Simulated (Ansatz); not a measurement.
HfAu:
```cif
data_Au2Hf2
_chemical_formula_sum 'Hf2 Au2'
_space_group_name_H-M_alt 'P4/nmm :1'
_space_group_IT_number 129
_space_group_name_Hall 'P 4ab 2ab -1ab'
_cell_length_a 3.49003
_cell_length_b 3.49003
_cell_length_c 6.33250
_cell_angle_alpha 90.000
_cell_angle_beta 90.000
_cell_angle_gamma 90.000
loop_
_space_group_symop_operation_xyz
  'x, y, z'
  '-y+1/2, x+1/2, z'
  '-x, -y, z'
  'y+1/2, -x+1/2, z'
  'x+1/2, -y+1/2, -z'
  '-y, -x, -z'
  '-x+1/2, y+1/2, -z'
  'y, x, -z'
  '-x+1/2, -y+1/2, -z'
  'y, -x, -z'
  'x+1/2, y+1/2, -z'
  '-y, x, -z'
  '-x, y, z'
  'y+1/2, x+1/2, z'
  'x, -y, z'
  '-y+1/2, -x+1/2, z'
loop_
_atom_site_label
_atom_site_type_symbol
_atom_site_symmetry_multiplicity
_atom_site_Wyckoff_symbol
_atom_site_fract_x
_atom_site_fract_y
_atom_site_fract_z
_atom_site_occupancy
Hf1 Hf 2 c 0.50000 0.00000 0.14870 1
Au1 Au 2 c 0.00000 0.50000 0.37204 1
```

Relaxed with r²SCAN.

Which orbitals make up the states near the Fermi level in DFT-r²SCAN in the program Ansatz with PAW potentials?

Within 0.5 eV of the Fermi level: Hf 5d 64 %, outside the projected shells 21 %. Projections are on Löwdin-orthogonalised atomic valence shells; empty p or d shells of many metals are not among them.

Tabulate the density of states.

States/eV per cell of 4 atoms, in 0.25 eV bins, energy from the Fermi level.

```
E (eV)  total  Au 5d  Hf 5d  Au 6s
------  -----  -----  -----  -----
-7.85    0.52   0.04   0.03   0.31
-7.60    0.60   0.07   0.05   0.34
-7.35    0.77   0.16   0.08   0.39
-7.10    1.74   0.74   0.19   0.57
-6.85    5.16   3.44   0.43   0.81
-6.60    5.18   4.01   0.36   0.50
-6.35    7.21   6.11   0.49   0.27
-6.10    9.32   8.29   0.53   0.17
-5.85    5.98   5.09   0.48   0.13
-5.60    7.64   6.54   0.65   0.13
-5.35    6.89   5.88   0.62   0.10
-5.10    4.05   3.42   0.32   0.05
-4.85    5.47   4.53   0.46   0.11
-4.60    8.98   7.87   0.57   0.17
-4.35    9.25   8.36   0.51   0.14
-4.10    5.18   4.80   0.18   0.11
-3.85    2.00   1.47   0.16   0.21
-3.60    1.68   0.92   0.26   0.29
-3.35    1.99   0.78   0.52   0.41
-3.10    2.84   0.82   1.07   0.67
-2.85    1.61   0.42   0.60   0.46
-2.60    0.36   0.09   0.09   0.11
-2.35    0.69   0.16   0.22   0.14
-2.10    1.14   0.22   0.50   0.14
-1.85    2.05   0.33   1.08   0.18
-1.60    3.09   0.41   1.83   0.20
-1.35    2.42   0.27   1.59   0.10
-1.10    2.12   0.24   1.46   0.09
-0.85    5.63   0.40   4.73   0.16
-0.60    2.65   0.11   1.94   0.12
-0.35    2.24   0.10   1.47   0.11
-0.10    1.96   0.09   1.22   0.09
0.15     1.65   0.08   0.99   0.08
0.40     1.16   0.07   0.78   0.06
0.65     1.00   0.06   0.71   0.04
0.90     1.02   0.06   0.77   0.03
1.15     1.49   0.08   1.22   0.02
1.40     2.88   0.19   2.43   0.05
1.65     4.65   0.37   3.84   0.14
1.90     3.78   0.31   3.01   0.17
2.15     4.36   0.37   3.48   0.19
2.40     3.85   0.29   2.98   0.17
2.65     4.96   0.33   3.65   0.15
2.90     4.71   0.31   3.14   0.16
3.15     2.50   0.16   1.56   0.09
3.40     1.78   0.10   1.15   0.08
3.65     1.42   0.06   1.08   0.06
3.90     1.18   0.04   0.95   0.04
4.15     1.43   0.04   1.13   0.06
4.40     2.62   0.06   1.96   0.18
```

The first step of the workflow began from a Materials Project structure, measured or hypothetical; the Crystallography Open Database copy checked does not list it. Whether it is the stable phase at ambient conditions was not checked. Symmetry was held in the r²SCAN relaxation; whether a distortion lowers the energy is not shown. The run is not spin-polarised. Spin–orbit coupling is left out wherever it is not named.

Potentials: the later of the program's two PAW sets.
